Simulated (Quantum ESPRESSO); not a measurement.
## GaGeHfO5F (finding a planted mistake in a log)

Simulated, not a measurement. The program is pw.x of Quantum ESPRESSO 7.5 (plane-wave density functional theory). The cell is made up: 9 atoms on a corundum lattice with one site empty, with randomly drawn elements, strain and displacements, not relaxed. PseudoDojo standard norm-conserving files (v0.5 for PBE, v0.4.1 for LDA and PBEsol) set the functional; there is no spin polarisation, spin-orbit coupling or dispersion term, and the masses in the input are unused placeholders.

The hafnium pseudopotential is less sure than the others, with forces about 3 percent (worst 6) and pressure in oxides about 1.5 GPa (worst 2.7) from a second method in checks, which no rerun with the same files tests.

Intended input:

```
&control calculation='scf', pseudo_dir='./dojo.nc.sr.pbe.v0_5.standard.upf', outdir='./o', disk_io='medium', tprnfor=.true., tstress=.true. /
&system ibrav=0, nat=9, ntyp=5, nbnd=44, ecutwfc=84.00895049, nosym=.true., tot_charge=0,
 occupations='smearing', smearing='fd', degauss=0.0018374661
/
&electrons conv_thr=7.350e-09, electron_maxstep=60, /
ATOMIC_SPECIES
F 1.0 F.upf
Ga 1.0 Ga.upf
Ge 1.0 Ge.upf
Hf 1.0 Hf.upf
O 1.0 O.upf
CELL_PARAMETERS angstrom
2.5067 1.4472 4.5014
-2.5067 1.4472 4.5014
0.0 -2.8944 4.5014
ATOMIC_POSITIONS angstrom
Ga -0.0616 0.054 4.7297
Ge -0.0592 -0.061 2.0741
Hf 0.0088 0.0263 8.7743
O -0.9973 1.3994 7.8165
O -0.7129 -1.5559 7.8472
O 1.784 0.1017 7.8439
F 0.9672 -1.3824 5.6748
O 0.7343 1.4888 5.6435
O -1.7643 -0.137 5.6692
K_POINTS automatic
5 5 5 1 1 1
```

The log is shortened where brackets say so; the opening notice, blank lines, dates and the lines on written files are dropped, and the path of the files is cut. It prints rydbergs, bohrs and kilobars, and counts compression as positive stress. Where no state is partly filled, the Fermi energy that it prints is only some level between the filled and the empty states on the mesh, and need not lie in the true gap.

Log of the intended run:

```
     Program PWSCF v.7.5
     Parallel version (MPI & OpenMP), running on       1 processor cores
     Number of MPI processes:                 1
     Threads/MPI process:                     1
     [start-up lines left out]
     bravais-lattice index     =            0
     lattice parameter (alat)  =      10.1132  a.u.
     unit-cell volume          =     661.1901 (a.u.)^3
     number of atoms/cell      =            9
     number of atomic types    =            5
     number of electrons       =        76.00
     number of Kohn-Sham states=           44
     kinetic-energy cutoff     =      84.0090  Ry
     charge density cutoff     =     336.0358  Ry
     scf convergence threshold =      7.3E-09
     mixing beta               =       0.7000
     number of iterations used =            8  plain     mixing
     Exchange-correlation= PBE
                           (   1   4   3   4   0   0   0)
     [axes and pseudopotential details left out]
   Cartesian axes
     site n.     atom                  positions (alat units)
         1        Ga     tau(   1) = (  -0.0115104   0.0100903   0.8837777  )
         2        Ge     tau(   2) = (  -0.0110619  -0.0113983   0.3875602  )
         3        Hf     tau(   3) = (   0.0016443   0.0049143   1.6395396  )
         4        O      tau(   4) = (  -0.1863525   0.2614877   1.4605680  )
         5        O      tau(   5) = (  -0.1332104  -0.2907309   1.4663045  )
         6        O      tau(   6) = (   0.3333529   0.0190034   1.4656878  )
         7        F      tau(   7) = (   0.1807281  -0.2583112   1.0603763  )
         8        O      tau(   8) = (   0.1372091   0.2781927   1.0545276  )
         9        O      tau(   9) = (  -0.3296719  -0.0255994   1.0593299  )
     number of k points=    63  Fermi-Dirac smearing, width (Ry)=  0.0018
                       cart. coord. in units 2pi/alat
        k(    1) = (   0.0000000   0.0000000   0.1188894), wk =   0.0320000
        k(    2) = (   0.0000000  -0.2465306   0.1981489), wk =   0.0320000
     [further k points left out]
     Dense  grid:    68749 G-vectors     FFT dimensions: (  60,  60,  60)
     Estimated max dynamical RAM per process >     117.93 MB
     Initial potential from superposition of free atoms
     starting charge      75.9946, renormalised to      76.0000
     Starting wfcs are   52 randomized atomic wfcs
     total cpu time spent up to now is       16.7 secs
     per-process dynamical memory:    83.0 Mb
     Self-consistent Calculation
     iteration #  1     ecut=    84.01 Ry     beta= 0.70
     Davidson diagonalization with overlap
     ethr =  1.00E-02,  avg # of iterations =  2.0
     total cpu time spent up to now is       60.9 secs
     total energy              =    -658.37097235 Ry
     estimated scf accuracy    <       2.37470871 Ry
     iteration #  2     ecut=    84.01 Ry     beta= 0.70
     Davidson diagonalization with overlap
     ethr =  3.12E-03,  avg # of iterations =  3.0
     total cpu time spent up to now is      113.9 secs
     total energy              =    -658.77324145 Ry
     estimated scf accuracy    <       3.46587511 Ry
     [iterations 3 to 11 left out]
     iteration # 12     ecut=    84.01 Ry     beta= 0.70
     Davidson diagonalization with overlap
     ethr =  7.59E-11,  avg # of iterations =  3.5
     total cpu time spent up to now is      638.6 secs
     total energy              =    -659.49668321 Ry
     estimated scf accuracy    <       0.00000003 Ry
     iteration # 13     ecut=    84.01 Ry     beta= 0.70
     Davidson diagonalization with overlap
     ethr =  3.47E-11,  avg # of iterations =  2.0
     total cpu time spent up to now is      680.5 secs
     End of self-consistent calculation
     [lines on levels left out]
     the Fermi energy is    10.2140 ev
!    total energy              =    -659.49668322 Ry
     estimated scf accuracy    <          8.1E-10 Ry
     smearing contrib. (-TS)   =       0.00000000 Ry
     internal energy E=F+TS    =    -659.49668322 Ry
     The total energy is F=E-TS. E is the sum of the following terms:
     one-electron contribution =    -226.17525860 Ry
     hartree contribution      =     168.42562823 Ry
     xc contribution           =    -167.52685380 Ry
     ewald contribution        =    -434.22019905 Ry
     convergence has been achieved in  13 iterations
     Forces acting on atoms (cartesian axes, Ry/au):
     atom    1 type  2   force =    -0.01275509    0.01610701   -0.01743325
     atom    2 type  3   force =    -0.02926149   -0.06367592    0.06518476
     atom    3 type  4   force =     0.05035093    0.00132240   -0.07859959
     atom    4 type  5   force =    -0.07102801    0.01237504   -0.01732090
     atom    5 type  5   force =     0.01371886   -0.06818482   -0.03552421
     atom    6 type  5   force =    -0.00070799    0.05153558    0.01888264
     atom    7 type  1   force =    -0.05660531   -0.02941664    0.02655155
     atom    8 type  5   force =     0.08158654   -0.01813622    0.02723143
     atom    9 type  5   force =     0.02470155    0.09807356    0.01102757
     Total force =     0.236776     Total SCF correction =     0.000053
     Computing stress (Cartesian axis) and pressure
          total   stress  (Ry/bohr**3)                   (kbar)     P=       96.82
   0.00046452   0.00021709  -0.00011551           68.33       31.94      -16.99
   0.00021709   0.00085851  -0.00016154           31.94      126.29      -23.76
  -0.00011551  -0.00016154   0.00065153          -16.99      -23.76       95.84
     init_run     :     14.80s CPU     16.57s WALL (       1 calls)
     electrons    :    637.06s CPU    663.85s WALL (       1 calls)
     forces       :      8.29s CPU      8.45s WALL (       1 calls)
     stress       :     33.04s CPU     33.37s WALL (       1 calls)
     [timing details left out]
     PWSCF        :  11m33.71s CPU  12m 5.42s WALL
     JOB DONE.
```

A second run was made from an input with one planted mistake. Its log:

```
     Program PWSCF v.7.5
     Parallel version (MPI & OpenMP), running on       1 processor cores
     Number of MPI processes:                 1
     Threads/MPI process:                     1
     [start-up lines left out]
     bravais-lattice index     =            0
     lattice parameter (alat)  =      10.1132  a.u.
     unit-cell volume          =     661.1901 (a.u.)^3
     number of atoms/cell      =            9
     number of atomic types    =            5
     number of electrons       =        76.00
     number of Kohn-Sham states=           62
     kinetic-energy cutoff     =      84.0090  Ry
     charge density cutoff     =     336.0358  Ry
     scf convergence threshold =      7.3E-09
     mixing beta               =       0.7000
     number of iterations used =            8  plain     mixing
     Exchange-correlation= PBE
                           (   1   4   3   4   0   0   0)
     [axes and pseudopotential details left out]
   Cartesian axes
     site n.     atom                  positions (alat units)
         1        Ga     tau(   1) = (  -0.0115104   0.0100903   0.8837777  )
         2        Ge     tau(   2) = (  -0.0110619  -0.0113983   0.3875602  )
         3        Hf     tau(   3) = (   0.0016443   0.0049143   1.6395396  )
         4        O      tau(   4) = (  -0.1863525   0.2614877   1.4605680  )
         5        O      tau(   5) = (  -0.1332104  -0.2907309   1.4663045  )
         6        O      tau(   6) = (   0.3333529   0.0190034   1.4656878  )
         7        F      tau(   7) = (   0.1807281  -0.2583112   1.0603763  )
         8        O      tau(   8) = (   0.1372091   0.2781927   1.0545276  )
         9        O      tau(   9) = (  -0.3296719  -0.0255994   1.0593299  )
     number of k points=    63  Fermi-Dirac smearing, width (Ry)=  0.0316
                       cart. coord. in units 2pi/alat
        k(    1) = (   0.0000000   0.0000000   0.1188894), wk =   0.0320000
        k(    2) = (   0.0000000  -0.2465306   0.1981489), wk =   0.0320000
     [further k points left out]
     Dense  grid:    68749 G-vectors     FFT dimensions: (  60,  60,  60)
     Estimated max dynamical RAM per process >     130.13 MB
     Initial potential from superposition of free atoms
     starting charge      75.9946, renormalised to      76.0000
     Starting wfcs are   52 randomized atomic wfcs +   10 random wfcs
     total cpu time spent up to now is       26.9 secs
     per-process dynamical memory:    67.7 Mb
     Self-consistent Calculation
     iteration #  1     ecut=    84.01 Ry     beta= 0.70
     Davidson diagonalization with overlap
     ethr =  1.00E-02,  avg # of iterations =  6.3
     total cpu time spent up to now is      105.7 secs
     total energy              =    -658.41463016 Ry
     estimated scf accuracy    <       2.31615403 Ry
     iteration #  2     ecut=    84.01 Ry     beta= 0.70
     Davidson diagonalization with overlap
     ethr =  3.05E-03,  avg # of iterations =  2.0
     total cpu time spent up to now is      165.5 secs
     total energy              =    -658.65377828 Ry
     estimated scf accuracy    <       3.82888531 Ry
     [iterations 3 to 11 left out]
     iteration # 12     ecut=    84.01 Ry     beta= 0.70
     Davidson diagonalization with overlap
     ethr =  3.17E-11,  avg # of iterations =  2.1
     total cpu time spent up to now is      738.2 secs
     total energy              =    -659.50114853 Ry
     estimated scf accuracy    <       0.00000002 Ry
     iteration # 13     ecut=    84.01 Ry     beta= 0.70
     Davidson diagonalization with overlap
     ethr =  2.17E-11,  avg # of iterations =  1.5
     total cpu time spent up to now is      789.2 secs
     End of self-consistent calculation
     [lines on levels left out]
     the Fermi energy is    10.5634 ev
!    total energy              =    -659.50114854 Ry
     estimated scf accuracy    <          9.0E-10 Ry
     smearing contrib. (-TS)   =      -0.02176856 Ry
     internal energy E=F+TS    =    -659.47937997 Ry
     The total energy is F=E-TS. E is the sum of the following terms:
     one-electron contribution =    -226.20432803 Ry
     hartree contribution      =     168.47051396 Ry
     xc contribution           =    -167.52536686 Ry
     ewald contribution        =    -434.22019905 Ry
     convergence has been achieved in  13 iterations
     Forces acting on atoms (cartesian axes, Ry/au):
     atom    1 type  2   force =    -0.01309023    0.01574715   -0.01403737
     atom    2 type  3   force =    -0.02860347   -0.06172178    0.05895072
     atom    3 type  4   force =     0.05044210    0.00029307   -0.07361513
     atom    4 type  5   force =    -0.06905335    0.01324790   -0.01529818
     atom    5 type  5   force =     0.01206115   -0.06646764   -0.03307926
     atom    6 type  5   force =    -0.00006799    0.05013726    0.01924099
     atom    7 type  1   force =    -0.05343302   -0.02473739    0.02407264
     atom    8 type  5   force =     0.07514090   -0.01858957    0.02479668
     atom    9 type  5   force =     0.02660391    0.09209101    0.00896890
     Total force =     0.224331     Total SCF correction =     0.000093
     Computing stress (Cartesian axis) and pressure
          total   stress  (Ry/bohr**3)                   (kbar)     P=      105.47
   0.00053107   0.00021280  -0.00010524           78.12       31.30      -15.48
   0.00021280   0.00091429  -0.00015507           31.30      134.50      -22.81
  -0.00010524  -0.00015507   0.00070556          -15.48      -22.81      103.79
     init_run     :     24.72s CPU     26.70s WALL (       1 calls)
     electrons    :    744.05s CPU    762.25s WALL (       1 calls)
     forces       :      9.83s CPU      9.93s WALL (       1 calls)
     stress       :     37.59s CPU     37.77s WALL (       1 calls)
     [timing details left out]
     PWSCF        :  13m36.73s CPU  13m58.37s WALL
     JOB DONE.
```

Question: what was wrong in the second input?

Answer: the smearing is too wide. The input lines that differ, file-writing options aside:

```
- &system ibrav=0, nat=9, ntyp=5, nbnd=44, ecutwfc=84.00895049, nosym=.true., tot_charge=0,
+ &system ibrav=0, nat=9, ntyp=5, nbnd=62, ecutwfc=84.00895049, nosym=.true., tot_charge=0,
-  occupations='smearing', smearing='fd', degauss=0.0018374661
+  occupations='smearing', smearing='fd', degauss=0.0316044171
```

|  | intended run | run with the mistake |
| --- | --- | --- |
| free energy (eV) | -8972.909 | -8972.970 |
| smearing term -TS (eV) | 0.0000 | -0.2962 |
| pressure (GPa) | 9.68 | 10.55 |
| largest force component (eV/Å) | 2.522 | 2.368 |
| largest change of a force component (eV/Å) |  | 0.166 |
| iterations | 13 | 13 |

For scale, a rerun of the intended cell at 1437 eV and a 7 x 7 x 7 mesh moved values by no more than 0.003 eV in energy, 0.04 GPa in stress and 0.002 eV/Å in force. The number of bands, nbnd, was set by rule from the electron count and the smearing, so it follows the mistake.